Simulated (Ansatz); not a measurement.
## MoS (CsCl-type structure)

Computed with Ansatz (plane waves, PAW, 420 eV cutoff): PBEsol, scalar-relativistic, collinear spin, 10×10×10 k-mesh, Gaussian smearing of 0.05 eV; PAW files: Ansatz's generated set soft_2.

```
CELL_PARAMETERS angstrom
2.96925 0.00000 0.00000
0.00000 2.96925 0.00000
0.00000 0.00000 2.96925
ATOMIC_POSITIONS crystal
Mo 0.00000 0.00000 0.00000
S 0.50000 0.50000 0.50000
```

The start was a prototype's sites filled with these elements, not a measured cell.

Magnetic state: non-magnetic, site spin moments none.

Cell and atoms are those of this level's equilibrium.

Path: Γ–X–M–Γ–R–X | R–M, with Γ = (0.000, 0.000, 0.000), X = (0.000, 0.500, 0.000), M = (0.500, 0.500, 0.000), R = (0.500, 0.500, 0.500) in reciprocal vectors of the calculation's cell.

Q: Is it a metal or an insulator, and if it has a gap, where are the band edges on this path?

A: A metal: bands cross the Fermi level.

Bands as a text map, energy in eV from the Fermi level (dashes), each leg drawn with the same width, + spin up, o spin down, # both:
```
  2.86 |    #        ##  #             #       ######
  2.57 |          #    #                #            
  2.29 |       #### #      #    #    #   ### ##      
  2.00 |   #  #   ##           #                  #  
  1.71 |           #    #            #               
  1.43 |  #   ##   #          ###  # #     #   #     
  1.14 |    ##  #       #####         #  #           
  0.86 |#### #      #  # #   ##           #   #    # 
  0.57 |         #  ###     #                   #   #
  0.29 |                   #          #              
  0.00 |----------#----#--#-------#----#-------------
 -0.29 |    #        #           #    # ##     # #   
 -0.57 |           #     #        #                  
 -0.86 |            #   #                         #  
 -1.14 |   #         ###   #     #     ##          ##
 -1.43 |              #                            ##
 -1.71 |                        #               #    
 -2.00 |  #          #      #  #        #            
 -2.29 | #             #      #                      
 -2.57 |##               #   #           #       #   
 -2.86 |  #      ####   # # #                     #  
 -3.14 |      ###   #   #  #              ##         
 -3.43 |   # #     # # # ##   #                   #  
 -3.71 |    #     #   #                 #          ##
 -4.00 |   #                             #           
 -4.29 | ##  ## ##                        #      #   
 -4.57 |#      ##           ##             #         
 -4.86 | #                  # ##       #  #          
        Γ      X      M      Γ      R      XR       M
```

The starting moments died out; a magnetic state reached from other starts isn't excluded.
